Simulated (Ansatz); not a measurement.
Theory: DFT PBE, scalar-relativistic, plane waves, PAW (Ansatz 0.2.0). Settings: cutoff 420 eV, Γ-centred meshes spaced at most about 0.3 Å⁻¹, and about 0.25 Å⁻¹ or finer for metals (2π included), Gaussian smearing. No spin polarisation in the final relaxations.

These are static total energies at zero pressure. All come from trial cells, and lower structures may exist.

Question: Order these relaxed structures of Ga₃S₂ by energy, lowest first, with the energy over the lowest of them.
A.

Space group P-6m2 (No. 187). a = 4.336 Å, b = 4.336 Å, c = 6.750 Å, α = 90.00°, β = 90.00°, γ = 120.00°
| atom | site | symmetry | x | y | z |
| --- | --- | --- | --- | --- | --- |
| Ga | 2i | 3m. | 0.6667 | 0.3333 | 0.2072 |
| Ga | 1b | -6m2 | 0.0000 | 0.0000 | 0.5000 |
| S | 1a | -6m2 | 0.0000 | 0.0000 | 0.0000 |
| S | 1d | -6m2 | 0.3333 | 0.6667 | 0.5000 |

B.

Space group I4/mmm (No. 139). a = 5.208 Å, b = 5.208 Å, c = 7.459 Å, α = 90.00°, β = 90.00°, γ = 90.00°
| atom | site | symmetry | x | y | z |
| --- | --- | --- | --- | --- | --- |
| Ga | 4c | mmm. | 0.0000 | 0.5000 | 0.0000 |
| Ga | 2b | 4/mmm | 0.5000 | 0.5000 | 0.0000 |
| S | 4e | 4mm | 0.5000 | 0.5000 | 0.3211 |

C.

Space group Pm-3m (No. 221). a = 5.034 Å, b = 5.034 Å, c = 5.034 Å, α = 90.00°, β = 90.00°, γ = 90.00°
```csv
atom,site,symmetry,x,y,z
Ga,3c,4/mm.m,0.0000,0.5000,0.5000
S,1b,m-3m,0.5000,0.5000,0.5000
S,1a,m-3m,0.0000,0.0000,0.0000
```

D.

Space group P6/mmm (No. 191). a = 4.838 Å, b = 4.838 Å, c = 5.002 Å, α = 90.00°, β = 90.00°, γ = 120.00°
```tsv
atom	site	symmetry	x	y	z
Ga	2d	-6m2	0.3333	0.6667	0.5000
Ga	1b	6/mmm	0.0000	0.0000	0.5000
S	2c	-6m2	0.3333	0.6667	0.0000
```

Answer: A (0 meV/atom), B (70 meV/atom), D (250 meV/atom), C (371 meV/atom). Forms: A P-6m2; B I4/mmm; D P6/mmm; C Pm-3m. Counting S atoms around Ga (those within 1.25 times the shortest such distance or 1.15 times the sum of covalent radii, 1.27 where that leaves under three; a plus sign parts nearer from farther groups; the shortest distance is added where it exceeds 1.18 times the sum of covalent radii; a slash parts the counts of unlike sites): A has Ga 3/3+3 from 2.9 Å; B has Ga 2/4+4 from 2.9 Å; D has Ga 2/12 from 3.7 Å; C has Ga 2.

In P-6m2, I4/mmm, P6/mmm, Pm-3m an odd number of electrons in the primitive cell allows no gap without spin; a larger cell or a magnetic state could open one. S stands nearly free of neighbours here, and without spin polarisation the energy of such atoms comes out too high. A magnetic state wasn't ruled out in cells without spin, among them Pm-3m. Cells relaxed within their symmetry can be saddle points. Some candidate types were left out of the draw beforehand, so a known form may be missing.
